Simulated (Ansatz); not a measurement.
Given:

BP:
Space group F-43m (No. 216); a = 4.520 Å, b = 4.520 Å, c = 4.520 Å, α = 90.00°, β = 90.00°, γ = 90.00°

```tsv
atom	site	symmetry	x	y	z
P	4c	-43m	0.2500	0.2500	0.2500
B	4a	-43m	0.0000	0.0000	0.0000
```
(The calculation used a cell of 2 atoms; values per cell refer to that cell.)

This is the PBEsol-relaxed structure.

Task: All from PBEsol in the plane-wave PAW code Ansatz, unless another level is named. Estimate the Poisson's ratio.

Result: 0.14.

Task: Give the elastic constants (relaxed ions, GPa).

Result: C11 = 346, C12 = 80.9, C44 = 188.

Symmetry was held in the PBEsol relaxation.

Potentials: the later of the program's two PAW sets.
